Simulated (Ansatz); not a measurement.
Frames from the relaxation of a relaxed Ru cell with every coordinate shifted by Gaussian noise of σ = 0.2 Å, as extended XYZ (Å, eV, eV/Å, GPa with compression positive). Computed with r2SCAN (plane waves to 500 eV, PAW, scalar-relativistic; Ansatz, an electronic-structure program). Γ-centred k-mesh 14×14×8 on the run's cell (coarser than for final values), Fermi–Dirac smearing 0.05 eV.

```xyz
2
Lattice="2.7046 0.0000 0.0000 -1.3523 2.3422 0.0000 0.0000 0.0000 4.2601" Properties=species:S:1:pos:R:3:forces:R:3 pbc="T T T" step=1 free_energy=-11780.648 pressure=12.2 accepted=T
Ru     0.1360     1.6249     3.1193   -1.8859   -1.9415    2.1863
Ru     1.2194     0.5259     1.1401    1.8859    1.9415   -2.1863
2
Lattice="2.6904 -0.0119 0.0030 -1.3555 2.3610 0.0012 0.0047 0.0049 4.3132" Properties=species:S:1:pos:R:3:forces:R:3 pbc="T T T" step=2 free_energy=-11781.337 pressure=-2.7 accepted=T
Ru    -0.0215     1.5284     3.2001    0.2929   -0.6272    0.7985
Ru     1.3651     0.6331     1.1164   -0.2929    0.6272   -0.7985
2
Lattice="2.7007 -0.0011 -0.0074 -1.3513 2.3401 0.0148 -0.0117 0.0201 4.2487" Properties=species:S:1:pos:R:3:forces:R:3 pbc="T T T" step=3 free_energy=-11781.405 pressure=2.1 accepted=T
Ru    -0.0224     1.4707     3.1849    0.1917    0.1034    0.2182
Ru     1.3634     0.6972     1.0696   -0.1917   -0.1034   -0.2182
2
Lattice="2.7081 0.0023 -0.0017 -1.3521 2.3412 -0.0022 -0.0027 -0.0055 4.2650" Properties=species:S:1:pos:R:3:forces:R:3 pbc="T T T" step=4 free_energy=-11781.412 pressure=-0.7 accepted=T
Ru     0.0036     1.4606     3.1941   -0.0414    0.0091    0.0600
Ru     1.3527     0.6859     1.0665    0.0414   -0.0091   -0.0600
```

The path has 7 moves and ends in P6₃/mmc (No. 194) (hcp (Mg type)), 0.38 eV/atom below its start. Free energies are of the whole cell and compare only within this code, potentials and settings.  No spin polarisation in the result.

The run could not lose the symmetry of its start.
